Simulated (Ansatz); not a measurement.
Relaxed candidate structures of ZnCu$_{2}$SnSe$_{4}$:

**A**
```xyz
8
Lattice="-2.8291 2.8291 5.6589 2.8291 -2.8291 5.6589 2.8291 2.8291 -5.6589" Properties=species:S:1:pos:R:3 pbc="T T T"
Cu     0.0000     0.0000     0.0000
Cu     0.0000     2.8291     2.8295
Zn     2.8291     0.0000     2.8295
Sn     0.0000     0.0000     5.6589
Se     1.4757     1.5325     4.1796
Se     1.3534     1.2966    -1.4794
Se     1.5325    -1.4757     7.1383
Se     1.2966     4.3047     1.4794
```

**B**
```xyz
8
Lattice="2.1927 1.2660 9.9103 -2.1927 1.2660 9.9103 0.0000 -2.5319 9.9103" Properties=species:S:1:pos:R:3 pbc="T T T"
Cu     0.0000     0.0000     9.5056
Cu     0.0000     0.0000    20.2254
Se     0.0000     0.0000    26.0935
Se     0.0000     0.0000     3.6375
Se     0.0000     0.0000     7.1864
Se     0.0000     0.0000    22.5446
Sn     0.0000     0.0000     0.0000
Zn     0.0000     0.0000    14.8655
```

**C**
```cif
data_Cu2Se4SnZn
_chemical_formula_sum 'Cu2 Se4 Sn1 Zn1'
_space_group_name_H-M_alt 'P 1'
_space_group_IT_number 1
_cell_length_a 5.48987
_cell_length_b 5.48987
_cell_length_c 7.03686
_cell_angle_alpha 90.000
_cell_angle_beta 90.000
_cell_angle_gamma 90.000
loop_
_space_group_symop_operation_xyz
  'x, y, z'
loop_
_atom_site_label
_atom_site_type_symbol
_atom_site_fract_x
_atom_site_fract_y
_atom_site_fract_z
_atom_site_occupancy
Cu1 Cu 0.50000 0.50000 0.66626 1
Cu2 Cu 0.50000 0.50000 0.33374 1
Se1 Se 0.21455 0.24302 0.77146 1
Se2 Se 0.78545 0.75699 0.77146 1
Se3 Se 0.24302 0.78545 0.22854 1
Se4 Se 0.75699 0.21455 0.22854 1
Sn1 Sn 0.00000 0.00000 0.50000 1
Zn1 Zn 0.50000 0.50000 0.00000 1
```

**D**
```
ZnCu2SnSe4
1.0
    3.55091     2.05012     4.50587
   -3.55091     2.05012     4.50587
    0.00000    -4.10024     4.50587
Cu Se Sn Zn
2 4 1 1
Cartesian
  0.00000   0.00000   9.87649
  0.00000   0.00000   3.16353
 -1.75454   1.01298   8.72016
  0.00000  -2.02597   8.72016
  1.75454   1.01298   8.72016
  0.00000   0.00000   0.92777
  0.00000   0.00000   6.85298
  0.00000   0.00000  12.16828
```

Question: Order them by energy per atom (lowest first) at the level PBEsol (plane waves to 420 eV, PAW, scalar-relativistic; Ansatz, a first-principles code).

Answer: A (reference, the lowest of the structures calculated here), C (+0.49 eV/atom), B (+0.56 eV/atom), D (+0.59 eV/atom)

Each run could gain symmetry but not lose that of its start, so entries can be saddle points. From databases, or of a type measured for this composition: I-4, tI16; the others are generated cells (placed on structure types, drawn at random, substituted or restacked) that were not matched to a known phase here. Energies are at zero temperature and pressure, without zero-point motion. The runs use different k-meshes, so differences are rounded accordingly. No spin polarisation in the result.
